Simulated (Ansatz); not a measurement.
## Li (simple cubic): energy against volume

These are results of DFT, PBEsol, plane waves (420 eV) with PAW, scalar-relativistic (Ansatz), not measurements. The PAW files were generated under PBE, with cores re-solved for the functional.

The cell is scaled uniformly from the relaxed one, with fractional coordinates and shape fixed. Energies are extrapolated to zero smearing, pressures are those at the given smearing. Magnetic state: spin not included.

A Birch-Murnaghan fit gives V₀ = 20.33 Å³/atom, B₀ = 12.3 GPa, B₀′ = 3.3.

(1) What are the energy above the minimum and the pressure at 17.893 Å³/atom?

(2) What are the energy above the minimum and the pressure at 19.520 Å³/atom?

(3) What are the energy above the minimum and the pressure at 21.146 Å³/atom?

## Answers

(1) 13.4 meV/atom and 1.95 GPa as computed.

(2) 1.3 meV/atom and 0.56 GPa as computed.

(3) 1.2 meV/atom and -0.42 GPa as computed.
